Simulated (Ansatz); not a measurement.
Below is a relaxed structure of ScGaTeSe2. The cell was found from a structure generator's guess, not taken from experiment.

The calculation used Ansatz 0.2.0, DFT PBE, scalar-relativistic, plane waves, PAW. Cutoff 420 eV, Γ-centred mesh, Gaussian smearing, no spin polarisation.

```yaml
crystal:
  lattice:
    - [4.40163, 0.00000, 0.00000]
    - [-2.20082, 3.81193, 0.00000]
    - [0.00000, 0.00000, 9.72432]
  atoms:
    - { symbol: Sc, position: [0.33333, 0.66667, 0.00000] }
    - { symbol: Ga, position: [0.33333, 0.66667, 0.50000] }
    - { symbol: Te, position: [0.66667, 0.33333, 0.50000] }
    - { symbol: Se, position: [0.66667, 0.33333, 0.14717] }
    - { symbol: Se, position: [0.66667, 0.33333, 0.85283] }
```

Formation energies are uncorrected and refer to the elements' standard structures at the same level.

(1) What space group does it have?

(2) How far does it lie from the elements in energy?

(3) Is it a metal?

Results:

(1) P-6m2 (No. 187). Conventional cell: a = 4.402 Å, c = 9.724 Å. Sc has 6 Se at 2.92 Å; Ga has 3 Te at 2.54 Å; around Te lie 3 Ga at 2.54 Å and 2 Se at 3.43 Å; Se has 1 Se at 2.86 Å, 3 Sc at 2.92 Å and 1 Te at 3.43 Å.

(2) −0.42 eV/atom.

(3) Yes, bands cross the Fermi level on the 12×12×4 mesh.

The last run used a 12×12×4 mesh (in the run's order of axes) for its 5-atom cell and Gaussian smearing of 0.10 eV. Spin–orbit coupling, which can matter for Te, is left out. The reference forms of Se and Te are held partly by dispersion forces, which this level lacks. A structure relaxed within its symmetry needn't be a true minimum. Another cell of ScGaTeSe2 relaxed alike, in P3m1, lies 0.47 eV/atom lower, so this cell isn't the stable form at this level.
